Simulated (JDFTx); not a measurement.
System: aminoborane, BH4N (SMILES BN), charge 0, multiplicity 1; geometry: optimised with GFN2-xTB in vacuum (one conformer, no frequencies checked; largest PBE force component 0.7 eV/Å). Z-matrix (Å, degrees):
```
B
N 1 1.3777
H 2 1.0066 1 123.88
H 2 1.0066 3 112.35 1 179.88
H 1 1.1715 2 118.93 3 179.78
H 1 1.1715 5 122.12 2 179.69
```

Computed with JDFTx (a modified build): PBE, GBRV ultrasoft potentials, plane waves to 20/100 Ha. Liquid: CANDLE, water, 1 M KF. The liquid run sits in a periodic box with 4.5 Å from the outermost atoms to the faces; the vacuum run is isolated. The box matters at about 0.01 eV. ΔG_solv is the difference of the two single-point energies, liquid minus vacuum; no corrections are added.

The values are those of the intact species: the continuum can't coordinate to it or react with it.

Q: What does the calculation give for the solvation energy, its fluid terms and the levels?

A: The solvation energy is -0.16 eV and the part: cavitation term of the fluid is 0.32 eV. The part: dispersion term of the fluid is -0.29 eV. The part: electrostatic term of the fluid is -0.24 eV, the part: distortion of the solute's electrons is 0.05 eV and the dipole moment in vacuum is 1.98 D. The dipole moment in the liquid comes out as 2.73 D. The highest occupied level in vacuum (zero: vacuum level) is -7.39 eV and the highest occupied level in the liquid (zero: bulk electrolyte) is -7.08 eV.
